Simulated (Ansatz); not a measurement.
TiS₂:
```
CELL_PARAMETERS angstrom
      3.36033     0.00000     0.00000
     -1.68016     2.91013     0.00000
      0.00000     0.00000    16.57080
ATOMIC_POSITIONS crystal
  Ti 0.00000 0.00000 0.50000
  Ti 0.00000 0.00000 0.83331
  Ti 0.00000 0.00000 0.16669
  S  0.33333 0.66667 0.58618
  S  0.33333 0.66667 0.91949
  S  0.33333 0.66667 0.25286
  S  0.66667 0.33333 0.74714
  S  0.66667 0.33333 0.08051
  S  0.66667 0.33333 0.41382
```

Relaxed with PBE+D3(BJ).

**Question.** List the phonon frequencies at the special points (DFPT on a 3×3×1 q-mesh, Fourier-interpolated; the program Ansatz at the PBE+D3(BJ) level (PAW)).

**Answer.** In cm⁻¹; no LO–TO term at Γ, as the run had none.

```csv
q,frequencies
Γ,0 0 0 40 40 40 40 72 72 172 172 176 176 176 176 240 240 240 240 243 243 331 331 341 382 398 398
M,105 114 114 119 119 127 186 186 189 225 225 234 247 250 250 288 288 288 289 292 292 346 348 348 383 383 390
K,119 119 125 211 211 216 216 216 216 261 261 261 261 264 264 274 274 276 320 320 321 338 338 339 339 339 339
A,25 25 25 25 44 44 45 45 81 174 174 174 174 177 177 240 240 242 242 242 242 329 337 337 387 387 402
L,108 108 116 117 125 125 185 188 188 222 231 231 248 248 250 287 287 290 291 291 291 346 346 350 380 388 388
H,117 123 123 213 213 213 213 218 218 259 259 263 263 263 263 273 275 275 320 321 321 338 338 338 338 339 339
```

Space group P-3m1 (CdI2 type). Symmetry was held in the PBE+D3(BJ) relaxation. No spin polarisation was allowed. As this level gives no gap, phonon frequencies hold no LO–TO term and depend on the k-mesh and smearing (Fermi–Dirac, 0.1 eV here).

Potentials: the later of the program's two PAW sets.
